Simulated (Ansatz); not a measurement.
Sr2C (antifluorite), relaxed with r2SCAN in the PAW code Ansatz. The symmetry is Fm-3m (No. 225, cubic); conventional cell a = 6.720 Å, 25.29 Å³ an atom. C has 8 Sr at 2.91 Å; Sr has 4 C at 2.91 Å.

The axes x, y and z are those of this cell:
```
CELL_PARAMETERS angstrom
0.00000 3.36014 3.36014
3.36014 0.00000 3.36014
3.36014 3.36014 0.00000
ATOMIC_POSITIONS crystal
C 0.00000 0.00000 0.00000
Sr 0.25000 0.25000 0.25000
Sr 0.75000 0.75000 0.75000
```

Unstrained: With HSE06 the valence top lies at X and the conduction bottom at Γ, 0.350 eV higher; the smallest vertical gap, at X, is 0.402 eV. Meshes: HSE06 4×4×4. Strains are changes of length per length. After each strain the atoms were relaxed again with r2SCAN within the symmetry that the strain leaves, so tilts or polar shifts that break it weren't tested; points keep the names that they have in the unstrained zone. Simulation only: spin-unpolarised, and no claim that this is the phase found in nature.

Question: Estimate what biaxial -2.31 % in x and y, z held does to the gap.

Answer: HSE06: the gap goes from 0.350 to 0.243 eV (-0.107 eV); it turns from indirect (X → Γ) to direct (X).

Question: Estimate what uniaxial -0.34 % along z, other directions held does to the gap.

Answer: HSE06: the gap goes from 0.350 to 0.350 eV (0.000 eV).

Question: Apply uniaxial +2.22 % along [111], other directions held. How far does the gap move, against the unstrained cell?

Answer: HSE06: the gap goes from 0.350 to 0.289 eV (-0.061 eV).

The meshes of the hybrids are coarse, so their gaps aren't converged to the digits shown.
